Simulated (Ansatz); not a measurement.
GaBi:
```
CELL_PARAMETERS angstrom
      0.00000     2.99911     2.99911
      2.99911     0.00000     2.99911
      2.99911     2.99911     0.00000
ATOMIC_POSITIONS crystal
  Bi 0.00000 0.00000 0.00000
  Ga 0.50000 0.50000 0.50000
```

Relaxed with PBE. Special points in fractions of this cell's reciprocal vectors: Γ (0.000, 0.000, 0.000); X (0.500, 0.000, 0.500); U (0.625, 0.250, 0.625); K (0.375, 0.375, 0.750); L (0.500, 0.500, 0.500); W (0.500, 0.250, 0.750).

Q: List the band energies nearest the Fermi level at these points for PBE (plane waves, PAW; program Ansatz).

A: In eV from the Fermi level; about four levels below and three above (degenerate sets whole), none deeper than 8.9 eV; points with the same levels are listed once.

```csv
k,below,above
Γ,-2.03,0.19 0.19 0.19
X,-4.65 -4.34 -2.16 -2.16,3.33 8.17 8.17
U,-5.79 -4.14 -1.53 -0.85,5.42 5.90 6.27
L,-7.06,0.57 0.57 1.91
W,-5.64 -3.67 -3.67,1.98 2.81 6.70 6.70
```

Space group Fm-3m (rock salt). The cell is a constructed one: a structure type filled with these elements; neither database checked (COD, Materials Project) lists it. Whether it is the stable phase at ambient conditions was not checked. The PBE relaxation kept the symmetry of its start; of distortions, only those at the zone centre were tested. Spin–orbit coupling is left out wherever it is not named.

Potentials: the later of the program's two PAW sets.
